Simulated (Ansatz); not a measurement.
BeCdO2:
```xyz
4
Lattice="3.0502 0.0000 0.0000 -1.5251 2.6416 0.0000 0.0000 0.0000 5.4442" Properties=species:S:1:pos:R:3 pbc="T T T"
Cd     0.0000     1.7610     0.1459
O      0.0000     1.7610     2.2873
Be     1.5251     0.8805     2.8288
O      1.5251     0.8805     4.3743
```

Relaxed with r²SCAN.

Map the valence electron density (e/Å³), cut off at 2 on the plane through (0.333, 0.667, 0.027) spanned by u = [0, 0, 1] and v = [1, -1, 0] in lattice vectors, from plane-wave PAW r²SCAN (Ansatz code).

x is the fraction of u, y of v (the angle between them is 90°; rows are the nearest grid lines); atoms in the plane: Cd at (0.00, 0.00), O at (0.39, 0.00), Be at (0.49, 0.33), O at (0.78, 0.33).
```
y \ x   0.000  0.0741  0.185  0.259  0.370  0.444  0.556  0.630  0.741  0.815  0.926   1.00
------  -----  ------  -----  -----  -----  -----  -----  -----  -----  -----  -----  -----
1.00     2.00    2.00  0.620   1.13   2.00   2.00  0.462  0.090  0.097  0.473   2.00   2.00
0.923    2.00    2.00  0.439  0.703   2.00   2.00  0.324  0.080  0.095  0.331   2.00   2.00
0.846    1.78   0.974  0.190  0.237  0.660  0.582  0.141  0.061  0.083  0.161  0.911   1.78
0.769   0.215   0.170  0.074  0.073  0.124  0.120  0.056  0.041  0.061  0.086  0.162  0.215
0.692   0.085   0.074  0.042  0.035  0.045  0.045  0.031  0.029  0.041  0.054  0.076  0.085
0.615   0.094   0.080  0.045  0.039  0.050  0.051  0.035  0.033  0.052  0.066  0.085  0.094
0.538   0.130   0.102  0.055  0.053  0.084  0.089  0.068  0.090  0.195  0.218  0.152  0.130
0.462   0.162   0.104  0.057  0.063  0.120  0.134  0.144  0.316   1.15   1.16  0.325  0.162
0.385   0.182   0.089  0.050  0.060  0.122  0.113  0.223  0.843   2.00   2.00  0.632  0.182
0.308   0.185   0.085  0.048  0.058  0.118  0.100  0.233  0.996   2.00   2.00  0.710  0.185
0.231   0.259   0.166  0.078  0.097  0.226  0.250  0.204  0.468   2.00   2.00  0.478  0.259
0.154    1.75   0.942  0.191  0.258  0.787  0.740  0.206  0.157  0.374  0.470  0.954   1.75
0.0769   2.00    2.00  0.439  0.710   2.00   2.00  0.337  0.090  0.119  0.355   2.00   2.00
0.000    2.00    2.00  0.620   1.13   2.00   2.00  0.462  0.090  0.097  0.473   2.00   2.00
```

The density is the valence pseudo-density with augmentation charge, so density and ELF within about 1 Å of a nucleus are not all-electron values.

Space group P3m1. The start of the workflow was typed in or built on a structure type; neither database checked (COD, Materials Project) lists it. Its standing as an ambient phase is unchecked. The r²SCAN relaxation kept the symmetry of its start; whether a distortion lowers the energy is not shown.

Potentials: the earlier of the program's two PAW sets. The files were generated under PBE; for other functionals the program regenerates the frozen cores, and for LDA and PBEsol the local potential too.
